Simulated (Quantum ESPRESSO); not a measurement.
# Al3ZnO5F: one run as intended and one with a planted mistake

Computed values, not a measurement. The program is pw.x of Quantum ESPRESSO 7.5 (plane-wave density functional theory). The cell is made up: 10 atoms on a corundum lattice, with randomly drawn elements, strain and displacements, not relaxed. PseudoDojo standard norm-conserving files (v0.5 for PBE, v0.4.1 for LDA and PBEsol) set the functional; there is no spin polarisation, spin-orbit coupling or dispersion term, and the masses in the input are unused placeholders.

Intended input:

```
&control calculation='scf', pseudo_dir='./dojo.nc.sr.pbe.v0_5.standard.upf', outdir='./o', disk_io='medium', tprnfor=.true., tstress=.true. /
&system ibrav=0, nat=10, ntyp=4, nbnd=39, ecutwfc=84.00895049, nosym=.true., tot_charge=0,
 occupations='smearing', smearing='fd', degauss=0.0018374661
/
&electrons conv_thr=7.350e-09, electron_maxstep=60, /
ATOMIC_SPECIES
Al 1.0 Al.upf
F 1.0 F.upf
O 1.0 O.upf
Zn 1.0 Zn.upf
CELL_PARAMETERS angstrom
2.373 1.3253 4.3035
-2.4277 1.3715 4.3189
0.0126 -2.7726 4.3353
ATOMIC_POSITIONS angstrom
Al -0.0216 0.0341 4.5801
Zn 0.0383 -0.0604 1.9011
Al -0.0284 -0.0537 8.3981
Al -0.0523 -0.0118 11.0798
O -1.0082 1.338 7.5726
O -0.729 -1.5337 7.5867
O 1.6601 0.0204 7.5708
O 0.9019 -1.4139 5.3731
O 0.6983 1.4355 5.3989
F -1.7204 -0.1446 5.3948
K_POINTS automatic
6 6 6 1 1 1
```

The log is shortened where brackets say so; the opening notice, blank lines, dates and the lines on written files are dropped, and the path of the files is cut. It prints rydbergs, bohrs and kilobars, and counts compression as positive stress. Where no state is partly filled, the Fermi energy that it prints is only some level between the filled and the empty states on the mesh, and need not lie in the true gap.

Log of the intended run:

```
     Program PWSCF v.7.5
     Parallel version (MPI & OpenMP), running on       1 processor cores
     Number of MPI processes:                 1
     Threads/MPI process:                     1
     [start-up lines left out]
     bravais-lattice index     =            0
     lattice parameter (alat)  =       9.6186  a.u.
     unit-cell volume          =     576.5678 (a.u.)^3
     number of atoms/cell      =           10
     number of atomic types    =            4
     number of electrons       =        66.00
     number of Kohn-Sham states=           39
     kinetic-energy cutoff     =      84.0090  Ry
     charge density cutoff     =     336.0358  Ry
     scf convergence threshold =      7.3E-09
     mixing beta               =       0.7000
     number of iterations used =            8  plain     mixing
     Exchange-correlation= PBE
                           (   1   4   3   4   0   0   0)
     [axes and pseudopotential details left out]
   Cartesian axes
     site n.     atom                  positions (alat units)
         1        Al     tau(   1) = (  -0.0042437   0.0066995   0.8998308  )
         2        Zn     tau(   2) = (   0.0075246  -0.0118665   0.3735002  )
         3        Al     tau(   3) = (  -0.0055796  -0.0105502   1.6499354  )
         4        Al     tau(   4) = (  -0.0102751  -0.0023183   2.1767964  )
         5        O      tau(   5) = (  -0.1980763   0.2628706   1.4877533  )
         6        O      tau(   6) = (  -0.1432232  -0.3013189   1.4905234  )
         7        O      tau(   7) = (   0.3261521   0.0040079   1.4873996  )
         8        O      tau(   8) = (   0.1771921  -0.2777823   1.0556278  )
         9        O      tau(   9) = (   0.1371917   0.2820260   1.0606966  )
        10        F      tau(  10) = (  -0.3379989  -0.0284089   1.0598911  )
     number of k points=   108  Fermi-Dirac smearing, width (Ry)=  0.0018
     Number of k-points >= 100: set verbosity='high' to print them.
     Dense  grid:    59957 G-vectors     FFT dimensions: (  60,  60,  60)
     Estimated max dynamical RAM per process >      90.97 MB
     Initial potential from superposition of free atoms
     starting charge      65.9925, renormalised to      66.0000
     Starting wfcs are   46 randomized atomic wfcs
     total cpu time spent up to now is       15.8 secs
     per-process dynamical memory:    60.0 Mb
     Self-consistent Calculation
     iteration #  1     ecut=    84.01 Ry     beta= 0.70
     Davidson diagonalization with overlap
     ethr =  1.00E-02,  avg # of iterations =  3.4
     total cpu time spent up to now is       67.8 secs
     total energy              =    -646.60670246 Ry
     estimated scf accuracy    <       2.07041387 Ry
     iteration #  2     ecut=    84.01 Ry     beta= 0.70
     Davidson diagonalization with overlap
     ethr =  3.14E-03,  avg # of iterations =  2.3
     total cpu time spent up to now is      122.3 secs
     total energy              =    -647.21226975 Ry
     estimated scf accuracy    <       1.43057442 Ry
     [iterations 3 to 9 left out]
     iteration # 10     ecut=    84.01 Ry     beta= 0.70
     Davidson diagonalization with overlap
     ethr =  2.00E-10,  avg # of iterations =  2.0
     total cpu time spent up to now is      518.5 secs
     total energy              =    -647.48057464 Ry
     estimated scf accuracy    <       0.00000001 Ry
     iteration # 11     ecut=    84.01 Ry     beta= 0.70
     Davidson diagonalization with overlap
     ethr =  1.80E-11,  avg # of iterations =  2.0
     total cpu time spent up to now is      568.5 secs
     End of self-consistent calculation
     Number of k-points >= 100: set verbosity='high' to print the bands.
     the Fermi energy is    12.7351 ev
!    total energy              =    -647.48057463 Ry
     estimated scf accuracy    <          3.3E-09 Ry
     smearing contrib. (-TS)   =       0.00000000 Ry
     internal energy E=F+TS    =    -647.48057463 Ry
     The total energy is F=E-TS. E is the sum of the following terms:
     one-electron contribution =    -427.21136621 Ry
     hartree contribution      =     255.49851194 Ry
     xc contribution           =    -105.95800736 Ry
     ewald contribution        =    -369.80971300 Ry
     convergence has been achieved in  11 iterations
     Forces acting on atoms (cartesian axes, Ry/au):
     atom    1 type  1   force =     0.08717468   -0.04329844   -0.07930281
     atom    2 type  4   force =    -0.07354507    0.11546928    0.02156034
     atom    3 type  1   force =    -0.04808063   -0.05248748   -0.06028413
     atom    4 type  1   force =    -0.02480107   -0.12279260    0.04690164
     atom    5 type  3   force =     0.11696618   -0.00631279    0.05924184
     atom    6 type  3   force =    -0.06815006    0.05428917    0.03857060
     atom    7 type  3   force =    -0.06227357   -0.00434474    0.07691405
     atom    8 type  3   force =     0.07842797    0.10096309   -0.02511545
     atom    9 type  3   force =    -0.09448460    0.05782517   -0.01362582
     atom   10 type  2   force =     0.08876617   -0.09931068   -0.06486026
     Total force =     0.386092     Total SCF correction =     0.000091
     Computing stress (Cartesian axis) and pressure
          total   stress  (Ry/bohr**3)                   (kbar)     P=      233.20
   0.00119768   0.00039145  -0.00018010          176.18       57.59      -26.49
   0.00039145   0.00192158   0.00041049           57.59      282.67       60.39
  -0.00018010   0.00041049   0.00163658          -26.49       60.39      240.75
     init_run     :     12.47s CPU     15.77s WALL (       1 calls)
     electrons    :    533.64s CPU    552.65s WALL (       1 calls)
     forces       :     10.64s CPU     10.74s WALL (       1 calls)
     stress       :     26.12s CPU     26.21s WALL (       1 calls)
     [timing details left out]
     PWSCF        :   9m43.03s CPU  10m 6.71s WALL
     JOB DONE.
```

A second run has one planted mistake: the files are those of another functional. The input lines that differ, file-writing options aside:

```
- &control calculation='scf', pseudo_dir='./dojo.nc.sr.pbe.v0_5.standard.upf', outdir='./o', disk_io='medium', tprnfor=.true., tstress=.true. /
+ &control calculation='scf', pseudo_dir='./dojo.nc.sr.pbesol.v0_4_1.standard.upf', outdir='./o', disk_io='medium', tprnfor=.true., tstress=.true. /
```

Its log:

```
     Program PWSCF v.7.5
     Parallel version (MPI & OpenMP), running on       1 processor cores
     Number of MPI processes:                 1
     Threads/MPI process:                     1
     [start-up lines left out]
     bravais-lattice index     =            0
     lattice parameter (alat)  =       9.6186  a.u.
     unit-cell volume          =     576.5678 (a.u.)^3
     number of atoms/cell      =           10
     number of atomic types    =            4
     number of electrons       =        66.00
     number of Kohn-Sham states=           39
     kinetic-energy cutoff     =      84.0090  Ry
     charge density cutoff     =     336.0358  Ry
     scf convergence threshold =      7.3E-09
     mixing beta               =       0.7000
     number of iterations used =            8  plain     mixing
     Exchange-correlation= PBESOL
                           (   1   4  10   8   0   0   0)
     [axes and pseudopotential details left out]
   Cartesian axes
     site n.     atom                  positions (alat units)
         1        Al     tau(   1) = (  -0.0042437   0.0066995   0.8998308  )
         2        Zn     tau(   2) = (   0.0075246  -0.0118665   0.3735002  )
         3        Al     tau(   3) = (  -0.0055796  -0.0105502   1.6499354  )
         4        Al     tau(   4) = (  -0.0102751  -0.0023183   2.1767964  )
         5        O      tau(   5) = (  -0.1980763   0.2628706   1.4877533  )
         6        O      tau(   6) = (  -0.1432232  -0.3013189   1.4905234  )
         7        O      tau(   7) = (   0.3261521   0.0040079   1.4873996  )
         8        O      tau(   8) = (   0.1771921  -0.2777823   1.0556278  )
         9        O      tau(   9) = (   0.1371917   0.2820260   1.0606966  )
        10        F      tau(  10) = (  -0.3379989  -0.0284089   1.0598911  )
     number of k points=   108  Fermi-Dirac smearing, width (Ry)=  0.0018
     Number of k-points >= 100: set verbosity='high' to print them.
     Dense  grid:    59957 G-vectors     FFT dimensions: (  60,  60,  60)
     Estimated max dynamical RAM per process >      90.97 MB
     Initial potential from superposition of free atoms
     starting charge      65.9928, renormalised to      66.0000
     Starting wfcs are   46 randomized atomic wfcs
     total cpu time spent up to now is       27.4 secs
     per-process dynamical memory:    60.0 Mb
     Self-consistent Calculation
     iteration #  1     ecut=    84.01 Ry     beta= 0.70
     Davidson diagonalization with overlap
     ethr =  1.00E-02,  avg # of iterations =  3.5
     total cpu time spent up to now is       87.7 secs
     total energy              =    -645.77705632 Ry
     estimated scf accuracy    <       1.92295190 Ry
     iteration #  2     ecut=    84.01 Ry     beta= 0.70
     Davidson diagonalization with overlap
     ethr =  2.91E-03,  avg # of iterations =  2.4
     total cpu time spent up to now is      155.3 secs
     total energy              =    -646.33797654 Ry
     estimated scf accuracy    <       1.39586219 Ry
     [iterations 3 to 9 left out]
     iteration # 10     ecut=    84.01 Ry     beta= 0.70
     Davidson diagonalization with overlap
     ethr =  1.76E-10,  avg # of iterations =  2.0
     total cpu time spent up to now is      546.8 secs
     total energy              =    -646.60048777 Ry
     estimated scf accuracy    <          8.2E-09 Ry
     iteration # 11     ecut=    84.01 Ry     beta= 0.70
     Davidson diagonalization with overlap
     ethr =  1.25E-11,  avg # of iterations =  2.0
     total cpu time spent up to now is      592.4 secs
     End of self-consistent calculation
     Number of k-points >= 100: set verbosity='high' to print the bands.
     the Fermi energy is    12.4761 ev
!    total energy              =    -646.60048777 Ry
     estimated scf accuracy    <          2.3E-09 Ry
     smearing contrib. (-TS)   =       0.00000000 Ry
     internal energy E=F+TS    =    -646.60048777 Ry
     The total energy is F=E-TS. E is the sum of the following terms:
     one-electron contribution =    -426.79522058 Ry
     hartree contribution      =     254.62999593 Ry
     xc contribution           =    -104.62555012 Ry
     ewald contribution        =    -369.80971300 Ry
     convergence has been achieved in  11 iterations
     Forces acting on atoms (cartesian axes, Ry/au):
     atom    1 type  1   force =     0.08548332   -0.04335321   -0.07959250
     atom    2 type  4   force =    -0.07177654    0.11365514    0.02267567
     atom    3 type  1   force =    -0.04729827   -0.05147079   -0.05874840
     atom    4 type  1   force =    -0.02428510   -0.12129194    0.04501934
     atom    5 type  3   force =     0.10941059   -0.00630871    0.05534206
     atom    6 type  3   force =    -0.06467577    0.04940838    0.03583083
     atom    7 type  3   force =    -0.05886170    0.00033258    0.07346546
     atom    8 type  3   force =     0.07655583    0.09449015   -0.02198944
     atom    9 type  3   force =    -0.08831936    0.05872581   -0.01099758
     atom   10 type  2   force =     0.08376699   -0.09418741   -0.06100542
     Total force =     0.371305     Total SCF correction =     0.000075
     Computing stress (Cartesian axis) and pressure
          total   stress  (Ry/bohr**3)                   (kbar)     P=      167.84
   0.00075783   0.00038542  -0.00017804          111.48       56.70      -26.19
   0.00038542   0.00147276   0.00040753           56.70      216.65       59.95
  -0.00017804   0.00040753   0.00119221          -26.19       59.95      175.38
     init_run     :     25.73s CPU     27.27s WALL (       1 calls)
     electrons    :    533.28s CPU    564.96s WALL (       1 calls)
     forces       :      6.40s CPU      6.46s WALL (       1 calls)
     stress       :     26.03s CPU     26.12s WALL (       1 calls)
     [timing details left out]
     PWSCF        :   9m51.80s CPU  10m25.54s WALL
     JOB DONE.
```

|  | intended run | run with the mistake |
| --- | --- | --- |
| free energy (eV) | -8809.422 | -8797.448 |
| smearing term -TS (eV) | 0.0000 | 0.0000 |
| pressure (GPa) | 23.32 | 16.78 |
| largest force component (eV/Å) | 3.157 | 3.119 |
| largest change of a force component (eV/Å) |  | 0.194 |
| iterations | 11 | 11 |

For scale, a rerun of the intended cell at a cutoff of 1437 eV and k mesh 8 x 8 x 8 moved values by no more than 0.003 eV in energy, 0.03 GPa in stress and 0.002 eV/Å in force. Files of another functional have another zero of energy, so the energy change says nothing on stability.